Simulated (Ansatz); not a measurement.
Relaxed TiSi2 (C49 type, space group Cmcm):

```xyz
6
Lattice="1.7730 -6.7825 0.0000 1.7730 6.7825 0.0000 0.0000 0.0000 3.5797" Properties=species:S:1:pos:R:3 pbc="T T T"
Si     1.7730    -5.9800     2.6848
Si     1.7730     5.9800     0.8949
Si     1.7730     3.3875     2.6848
Si     1.7730    -3.3875     0.8949
Ti     1.7730    -1.3999     2.6848
Ti     1.7730     1.3999     0.8949
```

Scan: atom 2 (Si, nearest neighbour Si at 2.404 Å; its periodic images, 3.5 Å or more away, move with it) is displaced along Cartesian [111], direction (0.577, 0.577, 0.577) in Cartesian axes, by s. The other atoms stay.

Level of theory: PBE (plane waves to 420 eV, PAW, scalar-relativistic; Ansatz, an electronic-structure program). k mesh 11×11×11 (Γ-centred), Fermi-Dirac smearing 0.05 eV. E stands for the smeared free energy. With partly filled bands, energies and forces of such displacements shift with the k mesh and the smearing. The PAW data are Ansatz's earlier set. This is one of several known forms of TiSi2; the measured ambient cells at hand have space group No. 70. TiSi2 is run without spin polarisation. TiSi2 was relaxed with its symmetry unable to fall. The zero of ΔE is the undisplaced structure. The last digit holds for this mesh only.

```
s (Å)   ΔE (meV/cell)
------  -------------
-0.240          283.0
-0.192          181.3
-0.144          102.3
-0.096           45.8
-0.048           11.5
0.000             0.0
0.048            11.8
0.096            48.0
0.144           109.8
0.192           199.0
0.240           317.4
```

### Question
What force constant k = d²E/ds² at s = 0 does the table give?

### Answer
10 eV/Å². It is the second difference of the nearest points, corrected with the next pair.

### Question
With k = 10.12 eV/Å² from the forces, is the well harmonic out to s = 0.240 Å?

### Answer
½ks² = 292 meV/cell against the computed 317 meV/cell, so the well is stiffer than harmonic there.

(For displaced atoms, the force is minus the slope of the energy, and its curvature is a force constant, which sets phonon frequencies.)
